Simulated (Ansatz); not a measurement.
Relaxed-ion elastic tensor of Ta (bcc (W type), Im-3m) in GPa (Voigt order), r²SCAN (plane waves, PAW; program Ansatz); density 16.64 g/cm³, 18.05 Å³ per atom.

```json
[
 {"": "1", "1": "275", "2": "166", "3": "166", "4": "0.0", "5": "0.0", "6": "0.0"},
 {"": "2", "1": "166", "2": "275", "3": "166", "4": "0.0", "5": "0.0", "6": "0.0"},
 {"": "3", "1": "166", "2": "166", "3": "275", "4": "0.0", "5": "0.0", "6": "0.0"},
 {"": "4", "1": "0.0", "2": "0.0", "3": "0.0", "4": "74.4", "5": "0.0", "6": "0.0"},
 {"": "5", "1": "0.0", "2": "0.0", "3": "0.0", "4": "0.0", "5": "74.4", "6": "0.0"},
 {"": "6", "1": "0.0", "2": "0.0", "3": "0.0", "4": "0.0", "5": "0.0", "6": "74.4"}
]
```

**Question.** Is the crystal mechanically stable?

**Answer.** Yes: the smallest eigenvalue of C is 74.4 GPa.

**Question.** Work out the Voigt, Reuss and Hill averages.

**Answer.** K_V = 202, K_R = 202, K_H = 202; G_V = 66.3, G_R = 64.8, G_H = 65.6 GPa.

**Question.** Give Young's modulus, Poisson's ratio, Pugh's ratio and the universal anisotropy index.

**Answer.** E = 9KG/(3K + G) = 178 GPa; ν = 0.35; K/G = 3.08 (ductile by the Pugh limit of 1.75); A_U = 5G_V/G_R + K_V/K_R − 6 = 0.12.

**Question.** Estimate the sound speeds and the Debye temperature.

**Answer.** v_l = √((K + 4G/3)/ρ) = 4170 m/s, v_t = √(G/ρ) = 1980 m/s, mean 2230 m/s; Θ = (h/k)(3n/4πV)^(1/3) v_m = 253 K.

**Question.** Give the Zener ratio and Young's modulus along [100], [110] and [111].

**Answer.** A = 2C44/(C11 − C12) = 1.37; 1/E = S11 − 2(S11 − S12 − S44/2)Γ with Γ = 0, 1/4, 1/3 gives 150, 184, 199 GPa.

**Question.** Solve the Christoffel equation for the three sound speeds along [100], [110], [111].

**Answer.** Eigenvalues of C_ijkl n_j n_l equal ρv². In km/s, slowest first: [100] 2.11, 2.11, 4.06; [110] 1.81, 2.11, 4.21; [111] 1.91, 1.91, 4.26.

The cell was relaxed with r²SCAN under the symmetry of its start. No spin polarisation was allowed. As this level gives no gap, shear constants depend on the k-mesh and smearing (Fermi–Dirac, 0.1 eV here). Spin–orbit coupling is left out wherever it is not named.

Potentials: the earlier of the program's two PAW sets.
